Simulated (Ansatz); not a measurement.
Ni$_{2}$P (space group P-62m)

```
CELL_PARAMETERS angstrom
      5.80475     0.00000     0.00000
     -2.90238     5.02706     0.00000
      0.00000     0.00000     3.31843
ATOMIC_POSITIONS crystal
  Ni 0.60033 0.00000 0.50000
  Ni 0.39967 0.39967 0.50000
  Ni 0.00000 0.60033 0.50000
  Ni 0.74060 0.74060 0.00000
  Ni 0.00000 0.25940 0.00000
  Ni 0.25940 0.00000 0.00000
  P  0.33333 0.66667 0.00000
  P  0.66667 0.33333 0.00000
  P  0.00000 0.00000 0.50000
```

The slice is a (-1 1 0 0) plane (indices of the conventional cell) through the point (0.400, 0.400, 0.500) (fractional), spanned by u = [001] and v = [110] in vectors of this cell: u (3.32 Å) and v (5.80 Å, at 90° to u). It covers one period; positions are fractions (u, v).

Level of theory: PBEsol (plane waves to 420 eV, PAW, scalar-relativistic; Ansatz, an electronic-structure program). k mesh 9×9×14. These are valence fields of a PAW run, semicore shells included where kept as valence: close to a nucleus they are smooth pseudo fields. Ni2P is run without spin polarisation. Ni2P was relaxed with its symmetry unable to fall.

Three fields on this plane, each scaled to ten steps between its own extremes (0 low, 9 high; the total valence density on a logarithmic scale, the potential cut 8 eV below its top; x marks points blanked near nuclei; v = 0 in the bottom row):

Map A
```
|xxx079970xx|
|xxx489984xx|
|x0378888730|
|13577777753|
|x0156666510|
|xxx156651xx|
|xxx046640xx|
|xxx047740xx|
|xxx045540xx|
|xxx010010xx|
|x000xxxx000|
|443xxxxxx34|
|884xxxxxx48|
|995xxxxxx59|
|9960xxxx069|
|67640xx0467|
|x0366556630|
|xxx478874xx|
|xxx079970xx|
|xxx079970xx|
```

Map B
```
|xxx000000xx|
|xxx000000xx|
|x0011111100|
|55432112345|
|x9863113689|
|xxx841148xx|
|xxx952259xx|
|xxx952259xx|
|xxx941149xx|
|xxx610016xx|
|x972xxxx279|
|552xxxxxx25|
|210xxxxxx01|
|000xxxxxx00|
|0100xxxx001|
|00110xx0110|
|x0011001100|
|xxx011110xx|
|xxx000000xx|
|xxx000000xx|
```

Map C
```
|xxx720027xx|
|xxx510015xx|
|x9632112369|
|87643333467|
|x9865445689|
|xxx865568xx|
|xxx964469xx|
|xxx964469xx|
|xxx965569xx|
|xxx989989xx|
|x989xxxx989|
|557xxxxxx75|
|126xxxxxx62|
|014xxxxxx41|
|0038xxxx830|
|22358xx8532|
|x8644554468|
|xxx533335xx|
|xxx831138xx|
|xxx920029xx|
```

Problem. Assign the maps to these fields: electron localisation function (ELF); valence electron density; electrostatic potential energy of an electron, from the cell's mean.

Solution. A is the electrostatic potential energy of an electron, from the cell's mean; B is the electron localisation function (ELF); C is the valence electron density.
